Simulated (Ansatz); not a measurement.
Relaxed-ion elastic tensor of Si3N4 in space group Fd-3m (No. 227; Si on 16c, Si on 8b, N on 32e) in GPa (Voigt order), plane-wave PAW r²SCAN (Ansatz code); density 4.03 g/cm³, 8.25 Å³ per atom.

```tsv
	1	2	3	4	5	6
1	565	200	200	0.0	0.0	0.0
2	200	565	200	0.0	0.0	0.0
3	200	200	565	0.0	0.0	0.0
4	0.0	0.0	0.0	359	0.0	0.0
5	0.0	0.0	0.0	0.0	359	0.0
6	0.0	0.0	0.0	0.0	0.0	359
```

### Question
Is the crystal mechanically stable?

### Answer
Yes: the smallest eigenvalue of C is 359 GPa.

### Question
Work out the Voigt, Reuss and Hill averages.

### Answer
K_V = 322, K_R = 322, K_H = 322; G_V = 289, G_R = 259, G_H = 274 GPa.

### Question
Give Young's modulus, Poisson's ratio, Pugh's ratio and the universal anisotropy index.

### Answer
E = 9KG/(3K + G) = 640 GPa; ν = 0.17; K/G = 1.17 (brittle by the Pugh limit of 1.75); A_U = 5G_V/G_R + K_V/K_R − 6 = 0.57.

### Question
Estimate the sound speeds and the Debye temperature.

### Answer
v_l = √((K + 4G/3)/ρ) = 13000 m/s, v_t = √(G/ρ) = 8240 m/s, mean 9070 m/s; Θ = (h/k)(3n/4πV)^(1/3) v_m = 1340 K.

### Question
Give the Zener ratio and Young's modulus along [100], [110] and [111].

### Answer
A = 2C44/(C11 − C12) = 1.97; 1/E = S11 − 2(S11 − S12 − S44/2)Γ with Γ = 0, 1/4, 1/3 gives 461, 668, 786 GPa.

Symmetry was held in the r²SCAN relaxation; phonons on a q-mesh show no instability.

Potentials: the later of the program's two PAW sets.
